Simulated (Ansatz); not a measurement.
Bi2LiTe3:
```yaml
crystal:
  lattice:
    - [4.55906, 0.00000, 0.00000]
    - [-2.27953, 3.94826, 0.00000]
    - [0.00000, 0.00000, 9.99631]
  atoms:
    - { symbol: Te, position: [0.33333, 0.66667, 0.64879] }
    - { symbol: Bi, position: [0.66667, 0.33333, 0.81822] }
    - { symbol: Te, position: [0.00000, 0.00000, 0.00000] }
    - { symbol: Bi, position: [0.33333, 0.66667, 0.18178] }
    - { symbol: Te, position: [0.66667, 0.33333, 0.35121] }
    - { symbol: Li, position: [0.00000, 0.00000, 0.50000] }
```

Relaxed with PBE+D3(BJ). Special points in fractions of this cell's reciprocal vectors: Γ (0.000, 0.000, 0.000); M (0.500, 0.000, 0.000); K (0.333, 0.333, 0.000); A (0.000, 0.000, 0.500); L (0.500, 0.000, 0.500); H (0.333, 0.333, 0.500).

**Question.** List the band energies nearest the Fermi level at these points for the program Ansatz at the PBE+D3(BJ) level (PAW).

**Answer.** In eV from the Fermi level; about four levels below and three above (degenerate sets whole), none deeper than 8.9 eV; points with the same levels are listed once.

```tsv
k	below	above
Γ	-1.20 -0.88 -0.24 -0.24	0.64 0.90 0.90
M	-2.83 -2.52 -1.93 -0.27	1.04 1.78 1.80
K	-2.92 -2.92 -2.46 -2.46 -2.21	0.11 1.53 1.53
A	-1.54 -0.41 -0.32 -0.32	0.55 1.16 1.16
L	-2.81 -1.84 -1.49 -0.13	0.14 0.89 1.81
H	-4.03 -2.93 -1.15 -1.15	0.70 0.70 1.16
```

Space group P-3m1. A made-up cell: these elements were put on the sites of a structure type; neither database checked (COD, Materials Project) lists it. Its standing as an ambient phase is unchecked. The cell was relaxed with PBE+D3(BJ) under the symmetry of its start; of distortions, only those at the zone centre were tested. With an odd number of electrons in the cell and no spin polarisation, the count alone makes it a metal. Spin–orbit coupling is left out wherever it is not named.

Potentials: the later of the program's two PAW sets.
